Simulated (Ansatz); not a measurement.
TaTe:
Space group Cmcm (No. 63); a = 3.6252 Å, b = 10.1742 Å, c = 4.7485 Å, α = 90.00°, β = 90.00°, γ = 90.00°

| atom | site | symmetry | x | y | z |
|---|---|---|---|---|---|
| Te | 4c | m2m | 0.0000 | 0.3629 | 0.2500 |
| Ta | 4c | m2m | 0.0000 | 0.0777 | 0.2500 |
(The calculation used a cell of 4 atoms; values per cell refer to that cell.)

Relaxed at zero pressure with PBE in the plane-wave PAW code Ansatz.

### Question
The volume is lowered by 6 % and shape and atoms relax at that volume. What pressure results, and how do the axes share the change?

### Answer
7.6 GPa; a -3.2 %, b -1.1 %, c -1.8 %; the energy rises by 30 meV/atom.

### Question
Give the new structure.

### Answer

Space group Cmcm (No. 63); a = 3.509 Å, b = 10.062 Å, c = 4.663 Å, α = β = γ = 90.00°

```json
[
 {"atom": "Te", "site": "4c", "symmetry": "m2m", "x": "0.0000", "y": "0.3612", "z": "0.2500"},
 {"atom": "Ta", "site": "4c", "symmetry": "m2m", "x": "0.0000", "y": "0.0797", "z": "0.2500"}
]
```

The phase is kept; no other phase was compared at this pressure.

The start of the workflow was typed in or built on a structure type; neither database checked (COD, Materials Project) lists it. Its standing as an ambient phase is unchecked. Symmetry was held in the PBE relaxation; its stability against distortions is not shown here. No spin polarisation was allowed. Spin–orbit coupling is left out wherever it is not named.

Potentials: the earlier of the program's two PAW sets.
